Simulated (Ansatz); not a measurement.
**Phonons of zincblende-structured YbN**

The computed numbers are results of PBEsol, scalar-relativistic (collinear spin) in the plane-wave PAW code Ansatz at 420 eV, Gaussian smearing of 0.15 eV; PAW files: Ansatz's generated set soft_2.

```
CELL_PARAMETERS angstrom
0.00000 2.55200 2.55200
2.55200 0.00000 2.55200
2.55200 2.55200 0.00000
ATOMIC_POSITIONS crystal
Yb 0.00000 0.00000 0.00000
N 0.25000 0.25000 0.25000
```

The start was a prototype's sites filled with these elements. The Crystallography Open Database lists the compound in space group Fm-3m (rock salt), so this is a trial structure.

Moments typed, the run going on from the state of an earlier one (μB, in the order of the atoms): 0.79, 0.0.

The spin moment ends at 0.98 μB for each cell as shown.

Force constants come from finite displacements in a 2×2×2 supercell (the unit cell's 12×12×12 k-mesh, folded to it); the long-range dipole term is not included. Points in reciprocal vectors of this cell: Γ = (0.000, 0.000, 0.000), X = (-0.500, -0.500, 0.000), U = (-0.375, -0.375, 0.250), K = (-0.375, 0.000, 0.375), L = (0.000, 0.000, 0.500), W = (-0.500, -0.250, 0.250).

Question: Is the structure dynamically stable along this path, and where does the spectrum end?

Answer: Yes: no branch is imaginary beyond numerical noise. The highest frequency is 501 cm⁻¹, at X. Points that don't fit the supercell are interpolated.

Frequencies at the named points (cm⁻¹, imaginary ones negative):
```tsv
point	ω (cm⁻¹)
Γ	0 0 0 436 436 436
X	106 106 174 399 399 501
U	93 135 162 398 425 475
K	93 135 162 398 425 475
L	59 59 174 405 405 484
W	117 129 158 397 447 454
```

Question: What does the harmonic approximation give for the vibrational free energy, entropy and heat capacity?

Answer: Zero-point energy 50.3 meV/atom.
```tsv
T (K)	F_vib (meV/atom)	S (J/K per mole of atoms)	C_V (J/K per mole of atoms)
100	46.2	9.6	11.1
200	31.0	19.5	17.7
300	6.5	27.4	21.0
400	-25.2	33.6	22.5
500	-62.8	38.7	23.3
600	-105.2	43.0	23.8
700	-151.8	46.7	24.1
800	-201.9	50.0	24.3
900	-255.2	52.8	24.4
1000	-311.3	55.4	24.5
```

The highest mode, 501 cm⁻¹, is worth 720 K. At 300 K the heat capacity has reached 84 % of the classical limit 3R = 24.9 J/K per mole of atoms, since the stiffer modes are still partly frozen out.

The crystal is a metal or nearly so; low and unstable modes depend on mesh and smearing.

It ran for 12 min on 4 threads of Arm Neoverse V2, with other jobs on the host, peak memory 2.9 GiB.

Without a U the 4f levels of Yb lie too near the Fermi level, so their share of the states there, and what hangs on it, is overstated. No spin–orbit coupling, a notable omission for heavy elements. Site moments are of spin, integrated over atomic spheres. Only parallel moments were tried, so the real magnetic order may be another.
